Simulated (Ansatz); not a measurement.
GeSe$_{2}$:
```yaml
crystal:
  lattice:
    - [6.52983, 0.00000, 0.00000]
    - [0.00000, 5.59533, 0.00000]
    - [-0.21119, 0.00000, 7.50270]
  atoms:
    - { symbol: Ge, position: [0.23706, 0.04359, 0.14916] }
    - { symbol: Ge, position: [0.76294, 0.54359, 0.35084] }
    - { symbol: Ge, position: [0.76294, 0.95641, 0.85084] }
    - { symbol: Ge, position: [0.23706, 0.45641, 0.64916] }
    - { symbol: Se, position: [0.14057, 0.42754, 0.30206] }
    - { symbol: Se, position: [0.85943, 0.92754, 0.19794] }
    - { symbol: Se, position: [0.85943, 0.57246, 0.69794] }
    - { symbol: Se, position: [0.14057, 0.07246, 0.80206] }
    - { symbol: Se, position: [0.41276, 0.82938, 0.43597] }
    - { symbol: Se, position: [0.58724, 0.32938, 0.06403] }
    - { symbol: Se, position: [0.58724, 0.17062, 0.56403] }
    - { symbol: Se, position: [0.41276, 0.67062, 0.93597] }
```

Relaxed with PBEsol. Special points in fractions of this cell's reciprocal vectors: Γ (0.000, 0.000, 0.000); Z (0.000, 0.500, 0.000); D (0.000, 0.500, 0.500); B (0.000, 0.000, 0.500); A (-0.500, 0.000, 0.500); E (-0.500, 0.500, 0.500); C2 (-0.500, 0.500, 0.000); Y2 (-0.500, 0.000, 0.000).

Question: List the band energies nearest the Fermi level at these points for PBEsol in the plane-wave PAW code Ansatz.

Answer: In eV from the Fermi level; about four levels below and three above (degenerate sets whole), none deeper than 8.9 eV; points with the same levels are listed once.

```json
[
 {"k": "Γ", "below": "-1.18 -1.08 -0.92 -0.65", "above": "0.07 0.31 2.05"},
 {"k": "Z", "below": "-1.06 -1.06 -0.12 -0.12", "above": "0.24 0.24 1.77 1.77"},
 {"k": "D", "below": "-0.97 -0.97 -0.40 -0.40", "above": "0.92 0.92 1.46 1.46"},
 {"k": "B", "below": "-1.12 -1.12 -0.11 -0.11", "above": "0.45 0.45 2.17 2.17"},
 {"k": "A", "below": "-1.15 -1.15 -0.19 -0.19", "above": "0.03 0.03 2.00 2.00"},
 {"k": "E", "below": "-0.89 -0.89 -0.42 -0.42", "above": "0.59 0.59 1.89 1.89"},
 {"k": "C2", "below": "-0.33 -0.33 -0.22 -0.22", "above": "1.59 1.59 2.60 2.60"},
 {"k": "Y2", "below": "-1.13 -0.58 -0.54 -0.08", "above": "0.98 2.03 2.10"}
]
```

Space group P2_1/c. The cell is a constructed one: a structure type filled with these elements; the Crystallography Open Database copy checked does not list it. Whether it is the stable phase at ambient conditions was not checked. The cell was relaxed with PBEsol under the symmetry of its start; whether a distortion lowers the energy is not shown. The volume moved by 17 % from the start of the relaxation. Scalar-relativistic: spin–orbit coupling is off unless named, which matters more the heavier the elements.

Potentials: the earlier of the program's two PAW sets. The files were generated under PBE; for other functionals the program regenerates the frozen cores, and for LDA and PBEsol the local potential too.
